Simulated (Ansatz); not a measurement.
Computed with Ansatz, DFT PBE, scalar-relativistic, plane waves, PAW. Settings: cutoff 420 eV, Γ-centred meshes spaced at most about 0.3 Å⁻¹ (2π included), Gaussian smearing. No spin polarisation in the final relaxations.

Temperature and zero-point effects are left out.

Two forms of Sn₂GeO₃ were relaxed alike.

A.

```xyz
12
Lattice="3.4970 0.0000 0.0000 0.0000 14.8890 0.0000 0.0000 0.0000 4.1899" Properties=species:S:1:pos:R:3 pbc="T T T"
Sn    1.7485    6.0019    0.0283
Sn    1.7485   11.2089    0.0323
Sn    0.0000    8.8871    2.1232
Sn    0.0000    3.6801    2.1272
Ge    1.7485    1.0084    3.8859
Ge    0.0000   13.8807    1.7910
O     1.7485    5.0117    2.1232
O     1.7485   10.2169    2.1214
O     1.7485   14.8756    2.2814
O     0.0000    4.6722    0.0264
O     0.0000    9.8773    0.0282
O     0.0000    0.0135    0.1864
```

B.

```xyz
12
Lattice="3.7921 0.0000 0.0000 0.0000 3.7921 0.0000 0.0000 0.0000 14.7242" Properties=species:S:1:pos:R:3 pbc="T T T"
Sn    0.0000    1.8960   13.3335
Sn    0.0000    1.8960    3.7646
Sn    1.8960    0.0000    1.3907
Sn    1.8960    0.0000   10.9596
Ge    0.0000    1.8960    8.3342
Ge    1.8960    0.0000    6.3901
O     1.8960    1.8960   12.1489
O     1.8960    1.8960    2.5753
O     1.8960    1.8960    7.3621
O     0.0000    0.0000   12.1489
O     0.0000    0.0000    2.5753
O     0.0000    0.0000    7.3621
```

Question: Which would you expect to be lower, and how large is the difference?

Answer: A is lower, by 9 meV/atom. A has space group Pmn2_1 (No. 31), 18.2 Å³/atom and a gap of 0.96 eV on its mesh; B has space group P4/nmm (No. 129), 17.6 Å³/atom and a gap of 0.85 eV. Counting O atoms around Ge and Sn (those within 1.25 times the shortest such distance or 1.15 times the sum of covalent radii, 1.27 where that leaves under three), A has Sn 4, Ge 3 and B has Sn 4, Ge 4. In A, Sn on its first site has 4 O at 2.20–2.32 Å; around Ge lie 1 O at 1.90 Å and 2 O at 2.07 Å; around O on its first site lie 4 Sn at 2.20–2.32 Å and 4 O at 2.75 Å; 3 more sites not described. In B, Sn on its first site has 4 O at 2.24 Å; Ge has 4 O at 2.13 Å; around O on a site of symmetry 2mm lie 4 Sn at 2.24 Å and 4 O at 2.68 Å; 2 more sites not described. Both come from invented guesses.

No dispersion correction is applied, so the spacing and binding between layers, chains or molecules are poorly described (Pmn2_1, P4/nmm), and this can change margins and order among such cells. Kohn–Sham gaps at this level usually fall short of measured ones. Cells relaxed within their symmetry can be saddle points. The Pmn2_1 cell of Sn2GeO3 came from shaking the P4/nmm one.
